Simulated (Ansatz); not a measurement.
V2O5:
```
V2O5
1.0
    6.27235     0.00000     0.00000
    0.00000     3.53289     0.00000
   -0.04282     0.00000     7.13330
V O
4 10
Cartesian
  4.62505   0.88322   5.14526
  1.60447   2.64967   1.98804
  1.18870   0.88322   6.42416
  5.04082   2.64967   0.70913
  4.60015   2.64967   5.75479
  1.62937   0.88322   1.37851
  0.20053   0.88322   5.01026
  6.02900   2.64967   2.12304
  2.71872   0.88322   5.88079
  3.51080   2.64967   1.25250
  0.87803   2.64967   6.90117
  5.35149   0.88322   0.23213
  4.23389   0.88322   3.63593
  1.99563   2.64967   3.49737
```

Relaxed with r²SCAN+D4.

Question: Give the Bader charges and basin volumes of the independent atoms, the program Ansatz at the r²SCAN+D4 level (PAW).

Answer: 

| atom | Bader charge (e) | Bader volume (Å³) |
|---|---|---|
| V1 | +2.31 | 6.6 |
| V3 | +2.33 | 6.5 |
| O5 | -1.07 | 11.9 |
| O7 | -0.91 | 14.0 |
| O9 | -0.87 | 13.5 |
| O11 | -1.14 | 11.1 |
| O13 | -0.65 | 15.4 |

Space group P2_1/m. The first step of the workflow began from a Materials Project structure, measured or hypothetical; the Crystallography Open Database copy checked does not list it. COD files the formula under space group No. 31, 59. Whether it is the stable phase at ambient conditions was not checked. The r²SCAN+D4 relaxation kept the symmetry of its start; its stability against distortions is not shown here. No spin polarisation was allowed. No Hubbard U is applied.

Potentials: the later of the program's two PAW sets.
